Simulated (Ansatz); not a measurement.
Consider the following.

CrB$_{4}$:
```xyz
5
Lattice="-1.4035 2.3376 2.7114 1.4035 -2.3376 2.7114 1.4035 2.3376 -2.7114" Properties=species:S:1:pos:R:3 pbc="T T T"
Cr     0.0000     0.0000     0.0000
B      0.0000     0.9156     1.8568
B      1.4035     1.4220     0.8546
B      1.4035     1.4220    -0.8546
B      0.0000     0.9156     3.5660
```

This is the LDA-relaxed structure.

### Question
All from DFT-LDA in the program Ansatz with PAW potentials, unless another level is named. Estimate the bulk modulus (Birch–Murnaghan fit).

### Answer
296 GPa.

### Question
What about the highest zone-centre frequency?

### Answer
975 cm^-1.

Space group Immm. The first step of the workflow began from a Materials Project structure, measured or hypothetical; the Crystallography Open Database files this formula in space group No. 71, but the cells were not matched. Whether it is the stable phase at ambient conditions was not checked. Symmetry was held in the LDA relaxation; whether a distortion lowers the energy is not shown. No spin polarisation was allowed. As this level gives no gap, phonon frequencies hold no LO–TO term and depend on the k-mesh and smearing (Fermi–Dirac, 0.1 eV here).

Potentials: the later of the program's two PAW sets.
